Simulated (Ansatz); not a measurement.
Computed with DFT PBE, scalar-relativistic, plane waves, PAW in Ansatz. Settings: cutoff 420 eV, Γ-centred meshes spaced at most about 0.3 Å⁻¹, and about 0.25 Å⁻¹ or finer for metals (2π included), Gaussian smearing. No spin polarisation in the final relaxations.

Temperature and zero-point effects are left out. All come from trial cells, and lower structures may exist.

Problem. These unrelaxed guesses for Sn4Se are each relaxed within their symmetry. Order them by the energy at which they end, lowest first.
A.

```
CELL_PARAMETERS angstrom
0.00000 5.34552 5.34552
5.34552 0.00000 5.34552
5.34552 5.34552 0.00000
ATOMIC_POSITIONS crystal
Sn 0.32991 0.32991 0.32991
Sn 0.32991 0.32991 0.01028
Sn 0.32991 0.01028 0.32991
Sn 0.01028 0.32991 0.32991
Sn 0.92009 0.92009 0.23972
Sn 0.92009 0.92009 0.92009
Sn 0.92009 0.23972 0.92009
Sn 0.23972 0.92009 0.92009
Se 0.75000 0.75000 0.75000
Se 0.50000 0.50000 0.50000
```

B.

```
CELL_PARAMETERS angstrom
-3.25095 3.25095 3.25095
3.25095 -3.25095 3.25095
3.25095 3.25095 -3.25095
ATOMIC_POSITIONS crystal
Sn 0.00000 0.00000 0.50000
Sn 0.00000 0.50000 0.00000
Sn 0.50000 0.00000 0.00000
Sn 0.50000 0.50000 0.50000
Se 0.00000 0.00000 0.00000
```

C.

```
CELL_PARAMETERS angstrom
0.00000 4.13428 4.13428
4.13428 0.00000 4.13428
4.13428 4.13428 0.00000
ATOMIC_POSITIONS crystal
Sn 0.84303 0.84303 0.84303
Sn 0.84303 0.84303 0.47091
Sn 0.84303 0.47091 0.84303
Sn 0.47091 0.84303 0.84303
Se 0.25000 0.25000 0.25000
```

Solution. A (ends in Fd-3m, 0 meV/atom), B (ends in Im-3m, 18 meV/atom), C (ends in F-43m, 171 meV/atom). Even the lowest end lies +0.16 eV/atom against the elements.

Cells relaxed within their symmetry can be saddle points. Some candidate types were left out of the draw beforehand, so a known form may be missing.
